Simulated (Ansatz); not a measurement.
Si$_{2}$W:
```
Si2W
1.0
    0.00000     3.93424     4.45893
    2.27840     0.00000     4.45893
    2.27840     3.93424     0.00000
Si W
4 2
Direct
  0.66407   0.33593   0.66407
  0.33593   0.66407   0.33593
  0.58593   0.91407   0.58593
  0.91407   0.58593   0.91407
  0.00000   0.00000   0.00000
  0.25000   0.25000   0.25000
```

Relaxed with PBEsol. Special points in fractions of this cell's reciprocal vectors: Γ (0.000, 0.000, 0.000); Y (0.500, 0.000, 0.500); T (1.000, 0.500, 0.500); Z (0.500, 0.500, 0.000); Σ0 (0.000, 0.399, 0.399); U0 (1.000, 0.601, 0.601); C0 (0.500, 0.231, 0.731); A0 (0.500, 0.769, 0.269); L (0.500, 0.500, 0.500).

Task: List the band energies nearest the Fermi level at these points for DFT-PBEsol in the program Ansatz with PAW potentials.

Result: In eV from the Fermi level; about four levels below and three above (degenerate sets whole), none deeper than 8.9 eV; points with the same levels are listed once.

```csv
k,below,above
Γ,-3.35 -2.51 -2.34 -2.13,0.43 1.17 2.62
Y,-2.85 -2.85 -0.34 -0.34,2.34 2.34 3.24 3.24
T,-2.49 -2.49 -1.36 -1.36,1.40 1.40 2.93 2.93
Z,-2.22 -2.22 -1.72 -1.72,2.73 2.73 2.81 2.81
Σ0,-2.01 -1.80 -1.21 -1.10,0.37 1.91 2.71
C0,-2.79 -2.79 -0.23 -0.23,0.95 0.95 2.24 2.24
L,-3.03 -2.25 -1.83 -0.59,0.07 0.26 1.42
```

Space group Fddd. A made-up cell: these elements were put on the sites of a structure type; neither database checked (COD, Materials Project) lists it. It is not the phase usual at ambient conditions (space group No. 139). Symmetry was held in the PBEsol relaxation; whether a distortion lowers the energy is not shown. The run is not spin-polarised. Spin–orbit coupling is left out wherever it is not named.

Potentials: the later of the program's two PAW sets.
